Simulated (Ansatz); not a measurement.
Question: Monolayer PtSe2 (1T, P-3m1 in the vacuum cell, 3 atoms) is relaxed with the program Ansatz at the LDA level (PAW). What in-plane lattice and thickness result?

Answer: a = 3.673 Å; 2.58 Å between the outermost nuclei.

Band gap: 1.36 eV (indirect). Valence-band maximum: on the K–Γ line, 88 % of the way from K. Conduction-band minimum: on the Γ–M line, 46 % of the way from Γ. Ionisation potential (Kohn–Sham): 5.90 eV. Electron affinity (Kohn–Sham): 4.54 eV. Electron effective mass, in the valley on the Γ–M line, 46 % of the way from Γ: 0.42 along x, 0.19 along y (mₑ).

A layer that has been made, often on a substrate. The LDA relaxation kept the symmetry of its start; its stability against distortions is not shown here. No spin polarisation was allowed. Scalar-relativistic: spin–orbit coupling is off unless named, which matters more the heavier the elements.

Potentials: the later of the program's two PAW sets.
